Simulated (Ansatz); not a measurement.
Question: Re (hcp (Mg type), P6_3/mmc) is relaxed with DFT-LDA in the program Ansatz with PAW potentials. What lattice parameters of the conventional cell result?

Answer: a = 2.738 Å, c = 4.415 Å.

Symmetry was held in the LDA relaxation; of distortions, only those at the zone centre were tested. The run is not spin-polarised. Axis ratios of metals converge slowly with the k-mesh, so a and c are less sure than the volume. Spin–orbit coupling is left out wherever it is not named.

Potentials: the earlier of the program's two PAW sets.
